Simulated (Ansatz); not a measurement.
# K₂CdSe₂O₆ — ¹⁷O nuclear quadrupole resonance

Cell: a diffraction structure from the COD whose atoms were relaxed with PBE, the cell held.

Space group R-3m:H (No. 166); a = 5.6975, c = 18.9486 Å, γ = 120.00°.

```csv
site,Wyckoff,site symmetry,x,y,z
K,6c,3m,0.0000,0.0000,0.8028
Cd,3a,-3m,0.0000,0.0000,0.0000
Se,6c,3m,0.0000,0.0000,0.6230
O,18h,.m,0.1575,0.8425,0.5847
```

One atom of each set is listed; the run and its k-mesh use a cell of 11 atoms with edges of 7.12, 7.12, 7.12 Å.

Method: Kohn–Sham DFT in Ansatz, PBE, plane waves and PAW, with spin–orbit coupling, 420 eV cutoff, Γ-centred 5×5×5 k-points, Fermi–Dirac smearing 0.02 eV.

¹⁷O: I = 5/2, Q = -25.58 mb (year-2017 value). Static lattice, zero field.

Problem. At which frequencies do the ¹⁷O NQR lines lie?

Solution. For I = 5/2 and η = 0 the lines are 3|C_Q|/20 and twice that; η pulls their ratio below 2.

```tsv
site	atoms	V_zz (10²¹ V/m²)	C_Q (MHz)	η	line frequencies (MHz)
O	6	12.80	-7.91	0.18	1.23, 2.36
```

At O V_zz points along its bond to Se (within 6°).

The run took 2.9 min of wall time (2.9 min of CPU time) and 1.3 GiB at its peak, on 1 thread of Arm Neoverse V2 (aarch64; 28 cores open to the job, memory cap 3.0 GiB, no GPU), a shared host with a load of 0.8 a core.
